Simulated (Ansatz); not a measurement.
GaP (zinc blende)

```
GaP
1.0
    0.00000     2.75322     2.75322
    2.75322     0.00000     2.75322
    2.75322     2.75322     0.00000
P Ga
1 1
Direct
  0.75000   0.75000   0.75000
  0.00000   0.00000   0.00000
```

The relaxed cell is deformed in two ways at once: its volume V is scaled, and at that volume it is stretched along z (the c axis of the conventional cell) so that c/a changes. Fractional atomic positions are held.

Method: PBE (plane waves to 420 eV, PAW, scalar-relativistic; Ansatz, a quantum-chemistry and plane-wave program). k mesh 10×10×10 (Γ-centred), Fermi-Dirac smearing 0.05 eV. The energy includes the smearing's −TS. GaP was relaxed with its symmetry unable to fall. The PAW data are Ansatz's earlier set.

Changes of ΔE (meV/atom) from the point V/V₀ = 1.000, (c/a)/(c/a)₀ = 1.000 when one coordinate moves alone (two changes are said to add if the coupling is within 5 % of the smaller one, nearly so within 20 %):

| point | change |
|---|---|
| V/V₀ = 1.000, (c/a)/(c/a)₀ = 0.920 | 19.85 |
| V/V₀ = 1.000, (c/a)/(c/a)₀ = 0.960 | 5.01 |
| V/V₀ = 0.960, (c/a)/(c/a)₀ = 1.000 | 8.67 |
| V/V₀ = 0.980, (c/a)/(c/a)₀ = 1.000 | 2.10 |
| V/V₀ = 1.020, (c/a)/(c/a)₀ = 1.000 | 1.91 |
| V/V₀ = 1.040, (c/a)/(c/a)₀ = 1.000 | 7.41 |
| V/V₀ = 1.000, (c/a)/(c/a)₀ = 1.040 | 5.09 |
| V/V₀ = 1.000, (c/a)/(c/a)₀ = 1.080 | 20.41 |

Task: Do the two effects add at V/V₀ = 1.020, (c/a)/(c/a)₀ = 0.920? Give the computed change.

Result: The sum of the single changes is 1.91 + (19.85) = 21.76; the calculation gives 22.09, so the coupling contributes 0.33 (under 20 % of the smaller single change, nearly additive).

Task: What is the change at V/V₀ = 0.960, (c/a)/(c/a)₀ = 0.920, where both move, and how far is it from the sum?

Result: The sum of the single changes is 8.67 + (19.85) = 28.52; the calculation gives 27.71, so the coupling contributes -0.81 (under 20 % of the smaller single change, nearly additive).

(A scan under strain: stresses follow from slopes of the energy per volume, elastic moduli from its curvatures.)
